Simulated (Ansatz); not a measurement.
Input file for Ansatz (a quantum-chemistry and plane-wave program):

Ansatz 0.2 input:
```yaml
crystal:
  lattice:
    - [4.2427905111, 0.0, 0.0]
    - [0.0, 4.2427905111, 0.0]
    - [0.0, 0.0, 4.2427905111]
  atoms:
    - { symbol: Y, position: [0.0, 0.0, 0.0] }
    - { symbol: Al, position: [0.0, 0.5, 0.5] }
    - { symbol: Al, position: [0.5, 0.0, 0.5] }
    - { symbol: Al, position: [0.5, 0.5, 0.0] }
kpoints:
  mp_grid: { grid: [10, 10, 10] }
hamiltonian:
  xc: r2scan
  pseudopotentials: { kind: paw }
scf:
  occupations: { method: fermi_dirac, width: 0.1 }
phonons:
  method: dfpt
  response_accuracy: low
  eigenvectors: true
  rigid_motions: translations
```

Output (shortened):

```
Pseudopotential: Y, paw, valence charge 11
Pseudopotential: Al, paw, valence charge 3
Functional definition: r2SCAN
Crystal: 4 atoms, lattice volume = 76.376 Å³
Basis set: ecut = 500 eV, 1935 PW (Γ), exchange–correlation on 160×160×160 points (125 copies of the dense FFT grid, shifted against one another)
Bands: 14, of which v1, the nominal top of the filled ones, is band 10 counted from 1 (9 counted from 0)
Symmetry: 48 space group operations
k-points: 312 of 1000 (irreducible under 2 space group operations, time reversal used)
SCF iter   1: F=—  HF=-5482.670410 eV  |F-HF|=—  |Δ(HF+E_count)|=         —  Δρ=4.18e-3  dr2=1.65e-2  dr2_τ=1.78e-2  ethr=1.77e-3  ⟨swp⟩=5.3  Hψ=25202  notcnv=0
preconditioner: auto → Kerker (q_TF=auto, 2.182 Å⁻¹)
SCF iter   2: F=—  HF=-5482.754072 eV  |F-HF|=—  |Δ(HF+E_count)|=   8.37e-2  Δρ=2.98e-3  dr2=7.65e-3  dr2_τ=6.38e-5  ethr=8.23e-5  ⟨swp⟩=2.0  Hψ=11232  notcnv=0
SCF iter   3: F=—  HF=-5482.753555 eV  |F-HF|=—  |Δ(HF+E_count)|=   5.16e-4  Δρ=4.38e-4  dr2=2.05e-4  dr2_τ=8.14e-5  ethr=3.83e-5  ⟨swp⟩=2.5  Hψ=7364  notcnv=0
SCF iter   4: F=—  HF=-5482.753758 eV  |F-HF|=—  |Δ(HF+E_count)|=   2.03e-4  Δρ=1.79e-4  dr2=4.23e-5  dr2_τ=3.52e-7  ethr=1.02e-6  ⟨swp⟩=2.8  Hψ=8068  notcnv=0
SCF iter   5: F=—  HF=-5482.753770 eV  |F-HF|=—  |Δ(HF+E_count)|=   1.22e-5  Δρ=5.45e-5  dr2=1.84e-6  dr2_τ=3.21e-7  ethr=2.12e-7  ⟨swp⟩=2.0  Hψ=6285  notcnv=0
SCF iter   6: F=—  HF=-5482.753772 eV  |F-HF|=—  |Δ(HF+E_count)|=   1.54e-6  Δρ=2.49e-5  dr2=5.24e-7  dr2_τ=7.59e-9  ethr=9.20e-9  ⟨swp⟩=2.2  Hψ=6304  notcnv=0
SCF iter   7: F=—  HF=-5482.753772 eV  |F-HF|=—  |Δ(HF+E_count)|=   6.28e-7  Δρ=3.93e-6  dr2=1.94e-8  dr2_τ=1.40e-9  ethr=2.62e-9  ⟨swp⟩=2.1  Hψ=6512  notcnv=0
SCF iter   8: F=—  HF=-5482.753772 eV  |F-HF|=—  |Δ(HF+E_count)|=   2.02e-8  Δρ=2.04e-6  dr2=2.66e-9  dr2_τ=5.76e-11  ethr=9.72e-11  ⟨swp⟩=2.1  Hψ=6554  notcnv=0
SCF iter  10: F=-5482.753772 eV  HF=-5482.753772 eV  |F-HF|=9.09e-13  |Δ(HF+E_count)|=  9.09e-11  Δρ=5.66e-8  dr2=3.81e-12  dr2_τ=1.85e-13  ethr=1.00e-12  ⟨swp⟩=3.6  Hψ=19833  notcnv=0
SCF 1 converged in 10 iterations: F = -5482.753772 eV  dr2 = 3.81e-12
DFPT response loops at Γ: preconditioner auto → Kerker (q_TF=auto, 2.182 Å⁻¹) (partly filled bands, converged f_vac=0.000) …
SCF converged after 10 iterations
Free energy (F): -5482.753772 eV
Harris-Foulkes:  -5482.753772 eV  (|F-HF|=9.09e-13)
Internal energy: -5482.715755 eV  (E = F + TS)
E sigma→0 (E₀):  -5482.734763 eV
Entropy (-TS):   -0.038018 eV (-9.504 meV/atom)
Fermi energy:    9.179743 eV
--- Per-component energies (eV) ---
  E_band       = -85.958151
  E_kinetic    = 376.317498
  E_local      = -691.280568  (includes V_loc(G=0)·N_el)
  E_nonlocal   = 79.176374
  E_hartree    = 255.423698
  E_xc         = -279.008164
  E_vxc        = -316.422703  (∫ρ·V_xc dr)
  E_paw        = -4261.319939  (= ΣΔE_a)
  E_vpaw       = -60.166595  (= ΣTr[D̂ρ^β])
  E_aug_tail   = 0.000001  (compensation charges beyond the density's cutoff)
  E_vtau       = 15.570409  (kinetic-family band-sum trace: ∫τ·v_τ [+ j·A + Jᵃ·Aᵃ] dr)
  E_ewald      = -961.690377
  E_core_change = -0.334278  (= ΣΔE_core)
  E_smearing   = -0.038018  (= −TS)
  E_closure    = 0.000000  (closes the sum)
  Σ components = -5482.753772   (vs F -5482.753772, Δ=0.00e0)
  [band-id]    e_kinetic+e_local+e_nonlocal+2·e_hartree+e_vxc+e_vpaw+e_augmentation_tail+e_vtau = -85.958188   (vs E_band -85.958151, Δ=-3.72e-5)
--- Band table (eV; the first three rows and the last of 312) ---
  k-point 0: bands = ["-34.1212", "-13.5959", "-13.5959", "-13.5959", "-0.7692", "6.1870", "6.1870", "7.5093", "7.5093", "7.5093", "11.0228", "11.0228", "11.0228", "11.0667"]
  k-point 1: bands = ["-34.1208", "-13.6062", "-13.5950", "-13.5950", "-0.6699", "5.6404", "6.2624", "7.4892", "7.4892", "7.8645", "10.8769", "10.8769", "11.0675", "11.4410"]
  k-point 2: bands = ["-34.1199", "-13.6332", "-13.5926", "-13.5926", "-0.3767", "4.6306", "6.4835", "7.4301", "7.4301", "8.4987", "10.6276", "10.6276", "11.1917", "11.7892"]
  k-point 311: bands = ["-34.1108", "-13.6688", "-13.6688", "-13.6688", "4.0428", "4.0428", "4.0428", "4.7612", "6.6692", "6.6692", "6.6692", "11.1078", "13.2861", "13.2861"]
--- Phonons (Γ-DFPT): 3 representative perturbations + reference, on 312 of 1000 k-points (Σ response iterations 16) ---
  ASR residual: 3.077e-4 → 0.000e0 eV/Å²; symmetrization residual: 1.171e-4 eV/Å²
  ASR residual per site (eV/Å²): 3.08e-4 2.66e-5 2.66e-5 2.66e-5
  Γ frequencies (cm⁻¹): 0.00 0.00 0.00 180.71 180.71 180.71 254.61 254.61 254.61 301.88 301.88 301.88
  non-analytic LO–TO correction: not included (Born effective charges unavailable; polar crystals: no LO–TO splitting at Γ)
```

Cost: very roughly 3 core-minutes on shared cores.

Space group Pm-3m (Cu3Au type). The first step of the workflow began from a Materials Project structure, measured or hypothetical; the Crystallography Open Database copy checked does not list it. Its standing as an ambient phase is unchecked. The cell was relaxed with r²SCAN under the symmetry of its start; whether a distortion lowers the energy is not shown. The run is not spin-polarised. As this level gives no gap, phonon frequencies hold no LO–TO term and depend on the k-mesh and smearing (Fermi–Dirac, 0.1 eV here). Scalar-relativistic: spin–orbit coupling is off unless named, which matters more the heavier the elements.

Potentials: the later of the program's two PAW sets.

Ansatz is a plane-wave DFT program.
